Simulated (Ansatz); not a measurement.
Ansatz (a program for electronic structure) input:

Ansatz 0.2 input:
```yaml
crystal:
  lattice:
    - [0.0, 2.8482257175, 2.8482257175]
    - [2.8482257175, 0.0, 2.8482257175]
    - [2.8482257175, 2.8482257175, 0.0]
  atoms:
    - { symbol: Y, position: [0.0, 0.0, 0.0] }
    - { symbol: As, position: [0.5, 0.5, 0.5] }
kpoints:
  mp_grid: { grid: [26, 26, 26] }
hamiltonian:
  xc: lda
  pseudopotentials: { kind: paw }
scf:
  occupations: { method: fermi_dirac, width: 0.1 }
elastic: { mode: relaxed_ion, stencil: two_point, amplitude: 0.005, f_tol: 0.0005 }
```

Output (shortened):

```
Pseudopotentials: kind: paw
Pseudopotential: Y, paw, valence charge 11
Pseudopotential: As, paw, valence charge 15
Functional definition: SPW92
Crystal: 2 atoms, lattice volume = 46.212 Å³
Basis set: ecut = 420 eV, 893 PW (Γ)
Bands: 17, of which v1, the nominal top of the filled ones, is band 13 counted from 1 (12 counted from 0)
Symmetry: 48 space group operations
Space group: Fm-3m (ITA 225), of the structure as read, at distance tolerance 3.6e-5 Å
k-points: 511 of 17576
PAW frozen core: Y, regenerated for the run's functional, and the local potential with it
PAW frozen core: As, regenerated for the run's functional, and the local potential with it
Initial wavefunctions: pseudopotential atomic-orbital guess
Eigensolver: davidson
Functional: x = slater, c = lda
all-band conjugate gradients solve this SCF's bands
SCF 1 converged in 10 iterations: F = -8522.491727 eV  dr2 = 7.93e-14
density extrapolation: transplant  |δρ|_rms = 2.820e-2 e/Å³  SAD shift = 7.563e-3 e/Å³
Crystal: 2 atoms, lattice volume = 45.981 Å³
Symmetry: 16 space group operations
k-points: 1330 of 17576
Initial density: handed on by an earlier stage of this run
Initial wavefunctions: those handed on with the density
SCF 2 converged in 9 iterations: F = -8522.490925 eV  dr2 = 6.97e-14
density extrapolation: first-order (α = -2.000)  |δρ|_rms = 2.820e-2 e/Å³  SAD shift = 7.503e-3 e/Å³
Crystal: 2 atoms, lattice volume = 46.443 Å³
Basis set: ecut = 420 eV, 909 PW (Γ)
SCF 3 converged in 7 iterations: F = -8522.490984 eV  dr2 = 1.77e-14
density extrapolation: transplant  |δρ|_rms = 2.820e-2 e/Å³  SAD shift = 4.226e-3 e/Å³
Crystal: 2 atoms, lattice volume = 46.212 Å³
Symmetry: 8 space group operations
k-points: 2471 of 17576
SCF 4 converged in 8 iterations: F = -8522.491583 eV  dr2 = 1.42e-14
density extrapolation: first-order (α = -2.000)  |δρ|_rms = 2.820e-2 e/Å³  SAD shift = 4.226e-3 e/Å³
Crystal: 2 atoms, lattice volume = 46.212 Å³
SCF 5 converged in 6 iterations: F = -8522.491583 eV  dr2 = 2.12e-14
SCF converged after 10 iterations
Free energy (F): -8522.491727 eV
Harris-Foulkes:  -8522.491727 eV  (|F-HF|=1.82e-12)
Internal energy: -8522.483417 eV  (E = F + TS)
E sigma→0 (E₀):  -8522.487572 eV
Entropy (-TS):   -0.008311 eV (-4.155 meV/atom)
Fermi energy:    11.027897 eV
--- Per-component energies (eV) ---
  E_band       = -308.014538
  E_kinetic    = 412.818097
  E_local      = -2272.173238  (includes V_loc(G=0)·N_el)
  E_nonlocal   = -611.833921
  E_hartree    = 1137.150786
  E_xc         = -253.186240
  E_vxc        = -281.411152  (∫ρ·V_xc dr)
  E_paw        = -4478.120457  (= ΣΔE_a)
  E_vpaw       = 170.284088  (= ΣTr[D̂ρ^β])
  E_aug_tail   = 0.000010  (compensation charges beyond the density's cutoff)
  E_ewald      = -2459.543270
  E_core_change = 2.404816  (= ΣΔE_core)
  E_smearing   = -0.008311  (= −TS)
  E_closure    =  0.000000  (closes the sum)
  Σ components = -8522.491727   (vs F -8522.491727, Δ=0.00e0)
--- Forces (eV/Å), atoms counted from 1 ---
  atom   1  Y      0.00000000     0.00000000     0.00000000
  atom   2  As     0.00000000     0.00000000     0.00000000
  max |Σ_I F_I| component: 0.0 eV/Å
--- Stress (GPa, compression-positive) ---
        0.009585       0.000000       0.000000
        0.000000       0.009585       0.000000
        0.000000       0.000000       0.009585
  P = ⅓ Tr σ = 0.0096 GPa (0.096 kbar)
  The stress holds the Pulay correction. Without it, at fixed plane waves, as pw.x and ABINIT print it: P = -0.0052 GPa
  The stress includes an estimate of the error left by incomplete SCF convergence (largest component 0.0000 GPa).
--- Band table (eV; the first three rows and the last of 511) ---
  k-point 0: bands = ["-30.9788", "-23.4909", "-23.4909", "-23.4737", "-23.4737", "-23.4737", "-10.9803", "-10.9803", "-10.9803", "-0.1301", "11.6350", "11.6350", "11.6350", "12.4061", "12.4061", "12.4061", "13.2837"]
  k-point 1: bands = ["-30.9785", "-23.4910", "-23.4910", "-23.4737", "-23.4737", "-23.4737", "-10.9845", "-10.9806", "-10.9806", "-0.1116", "11.4029", "11.4963", "11.4963", "12.4589", "12.4589", "12.5273", "13.4220"]
  k-point 2: bands = ["-30.9778", "-23.4910", "-23.4910", "-23.4737", "-23.4737", "-23.4737", "-10.9969", "-10.9812", "-10.9812", "-0.0567", "10.9298", "11.1969", "11.1969", "12.5625", "12.5625", "12.6990", "13.7744"]
  k-point 510: bands = ["-30.9564", "-23.4912", "-23.4886", "-23.4732", "-23.4730", "-23.4719", "-11.1384", "-11.1228", "-11.0737", "1.1481", "8.5731", "8.6871", "8.7111", "13.6150", "14.1694", "15.0727", "15.7337"]
  band table: 17 of 17 bands, residual norms ≤ 1.0e-3 eV
--- Elastic constants: 2 strain directions × 2 members + reference (group order 48) ---
  dense FFT box of the reference and of every strained cell: 27×27×27
  strains applied: 11, 23; error gains: componentwise 1.00 (the most a stress slope's error grows in a printed constant), spectral 1.73 (1 for all six strains …
  C = ∂σ_k/∂η_j (tension-positive GPa; Voigt order 11 22 33 23 13 12):
       214.414     24.738     24.738      0.000      0.000      0.000
        24.738    214.414     24.738      0.000      0.000      0.000
        24.738     24.738    214.414      0.000      0.000      0.000
         0.000      0.000      0.000     40.220      0.000      0.000
         0.000      0.000      0.000      0.000     40.220      0.000
         0.000      0.000      0.000      0.000      0.000     40.220
  reference stress σ⁰ (GPa):     -0.010     -0.010     -0.010      0.000      0.000      0.000
  moduli (Voigt/Reuss/Hill, GPa): K = 87.96/87.96/87.96   G = 62.07/52.26/57.16   E = 140.96   ν = 0.233
  mechanically stable: yes (min eigenvalue of sym C = 40.22 GPa)
  strain η (Voigt 11):  stress-route row diagonal C_11 = 214.41 GPa, energy-path curvature d²(F+E_count+ΔE)/dδ²/Ω₀ = 214.36 GPa
         δ    σ_11 (GPa)             F (eV)   n_scf  n_hpsi   n_pw
    -5.000e-3      -1.1140       -8522.4909254       9  456945    930   relax 0 steps, max|allowed force component| 0.0 eV/Å
     5.000e-3       1.0302       -8522.4909839       7  376709    934   relax 0 steps, max|allowed force component| 0.0 eV/Å
  strain η (Voigt 23):  stress-route row diagonal C_44 = 40.22 GPa, energy-path curvature d²(F+E_count+ΔE)/dδ²/Ω₀ = 40.22 GPa
         δ    σ_23 (GPa)             F (eV)   n_scf  n_hpsi   n_pw
    -5.000e-3      -0.2011       -8522.4915826       8  827090    934   relax 0 steps, max|allowed force component| 0.0 eV/Å
     5.000e-3       0.2011       -8522.4915826       6  657092    934   relax 0 steps, max|allowed force component| 0.0 eV/Å
```

Cost: roughly 8 core-minutes on shared cores.

The first step of the workflow began from a Materials Project structure, measured or hypothetical; the Crystallography Open Database files this formula in space group No. 225, but the cells were not matched. Its standing as an ambient phase is unchecked. Symmetry was held in the LDA relaxation; of distortions, only those at the zone centre were tested. No spin polarisation was allowed. As this level gives no gap, shear constants depend on the k-mesh and smearing (Fermi–Dirac, 0.1 eV here). Scalar-relativistic: spin–orbit coupling is off unless named, which matters more the heavier the elements.

Potentials: the later of the program's two PAW sets.

Ansatz is a plane-wave DFT program.
